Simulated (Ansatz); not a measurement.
Starting cell, KBr (rock salt):

```xyz
4
Lattice="0.0000 6.7052 6.7052 3.3526 3.3526 6.7052 3.3526 3.3526 0.0000" Properties=species:S:1:pos:R:3 pbc="T T T"
Br     0.0000     0.0000     0.0000
Br     3.3526     6.7052    10.0578
K      3.3526    10.0578    10.0578
K      3.3526     6.7052     6.7052
```

The atoms are displaced by Q × the pattern below (from a DFPT mode at X = (0.5, 0.5, 0.0), largest move 1; Q in Å), at fixed cell. It is one choice among 2 degenerate patterns. (q is in reciprocal vectors of the primitive cell; the cell shown is doubled to hold the pattern.)

```json
[
 {"atom": "Br1", "x": "0.000", "y": "-0.439", "z": "0.000"},
 {"atom": "Br2", "x": "0.000", "y": "0.439", "z": "0.000"},
 {"atom": "K3", "x": "0.000", "y": "-1.000", "z": "0.000"},
 {"atom": "K4", "x": "0.000", "y": "1.000", "z": "0.000"}
]
```

Computed with PBE (plane waves to 420 eV, PAW, scalar-relativistic; Ansatz, a first-principles code). k mesh 9×9×9 (Γ-centred), Fermi-Dirac smearing 0.05 eV. KBr was relaxed with its symmetry unable to fall.

At one point of the scan the forces (eV/Å) are:

| atom | Fx | Fy | Fz |
|---|---|---|---|
| Br1 | 0.000 | -0.241 | 0.000 |
| Br2 | 0.000 | 0.241 | 0.000 |
| K3 | 0.000 | -0.266 | 0.000 |
| K4 | 0.000 | 0.266 | 0.000 |

### Question
Which point is it?
(A) Q = -0.150 Å
(B) Q = -0.090 Å
(C) Q = -0.120 Å
(D) Q = -0.060 Å

### Answer
A, Q = -0.150 Å

(For displaced atoms, the force is minus the slope of the energy, and its curvature is a force constant, which sets phonon frequencies.)
